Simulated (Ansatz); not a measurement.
The relaxed structure here is a generated cell of AlNi: the first start was made by a random draw of sites in a space group, and the end was not matched to a known phase here, so it may be hypothetical. Known forms of AlNi include space group No. 221.

A relaxed structure of AlNi. Space group P4/mmm (No. 123). Computed with r2SCAN (plane waves to 500 eV, PAW, scalar-relativistic; Ansatz, an electronic-structure program).

```cif
data_AlNi
_chemical_formula_sum 'Al1 Ni1'
_space_group_name_H-M_alt 'P4/mmm'
_space_group_IT_number 123
_space_group_name_Hall '-P 4 2'
_cell_length_a 3.30739
_cell_length_b 3.30739
_cell_length_c 2.65704
_cell_angle_alpha 90.000
_cell_angle_beta 90.000
_cell_angle_gamma 90.000
loop_
_atom_site_label
_atom_site_type_symbol
_atom_site_symmetry_multiplicity
_atom_site_Wyckoff_symbol
_atom_site_fract_x
_atom_site_fract_y
_atom_site_fract_z
_atom_site_occupancy
Al1 Al 1 a 0.00000 0.00000 0.00000 1
Ni1 Ni 1 c 0.50000 0.50000 0.00000 1
```

| Property | Result |
|---|---|
| Volume per atom | 14.53 Å³ |
| Band gap | no gap (metallic) |
| Magnetic moment | zero (the starting moments vanished) |
| Shortest distances | Al–Ni 2.34 Å; Al–Al 2.66 Å; Ni–Ni 2.66 Å |
| k-mesh | 14×14×17 |

No spin polarisation in the result: the starting moments vanished. A magnetic state may lie lower.

The run could not lower the symmetry of its start; a shaken copy of this end point relaxes with r2SCAN to Pm-3m (No. 221), 0.97 eV/atom lower.
